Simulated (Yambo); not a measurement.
# Optical response of AlP at -1.5 % isotropic strain

```
CELL_PARAMETERS angstrom
      0.00000     2.69386     2.69386
      2.69386     0.00000     2.69386
      2.69386     2.69386     0.00000
ATOMIC_POSITIONS crystal
  Al 0.00000 0.00000 0.00000
  P  0.25000 0.25000 0.25000
```

Yambo, RPA with local fields on PBEsol bands; 16×16×16 mesh, 26 bands, 4 Ry local-field block, 0.2 eV broadening; field along x.

| E (eV) | Im ε | Re ε | Im ε, independent particles |
|---|---|---|---|
| 0.0 | 0.00 | 7.81 | 0.00 |
| 0.6 | 0.07 | 7.91 | 0.09 |
| 1.2 | 0.16 | 8.26 | 0.20 |
| 1.9 | 0.29 | 8.94 | 0.37 |
| 2.5 | 0.56 | 10.2 | 0.71 |
| 3.1 | 1.37 | 12.8 | 1.74 |
| 3.8 | 7.16 | 17.7 | 9.26 |
| 4.4 | 19.7 | 12.9 | 26.4 |
| 5.0 | 15.4 | -1.57 | 17.8 |
| 5.6 | 11.9 | -2.34 | 14.1 |
| 6.2 | 8.71 | -4.03 | 9.20 |
| 6.9 | 5.87 | -3.53 | 6.18 |
| 7.5 | 4.27 | -2.89 | 4.29 |
| 8.1 | 3.50 | -2.52 | 3.39 |
| 8.8 | 2.51 | -2.30 | 2.27 |
| 9.4 | 2.21 | -2.05 | 1.81 |
| 10.0 | 1.74 | -1.71 | 1.42 |
| 10.6 | 1.35 | -1.49 | 1.02 |
| 11.2 | 1.17 | -1.25 | 0.85 |
| 11.9 | 0.82 | -1.09 | 0.58 |
| 12.5 | 0.73 | -0.79 | 0.54 |
| 13.1 | 0.68 | -0.67 | 0.46 |
| 13.8 | 0.45 | -0.52 | 0.31 |
| 14.4 | 0.42 | -0.29 | 0.33 |
| 15.0 | 0.35 | -0.21 | 0.27 |
| 15.6 | 0.34 | -0.08 | 0.25 |
| 16.2 | 0.32 | 0.00 | 0.22 |
| 16.9 | 0.33 | 0.08 | 0.19 |
| 17.5 | 0.29 | 0.09 | 0.14 |
| 18.1 | 0.24 | 0.17 | 0.13 |
| 18.8 | 0.24 | 0.20 | 0.11 |
| 19.4 | 0.18 | 0.24 | 0.08 |
| 20.0 | 0.17 | 0.29 | 0.08 |

Peak heights and small wiggles depend on the k mesh. Convergence of the RPA response with its 16×16×16 mesh was not tested. No excitonic effects at this level.

Geometry strained from the cell relaxed with PBEsol, atoms relaxed again.
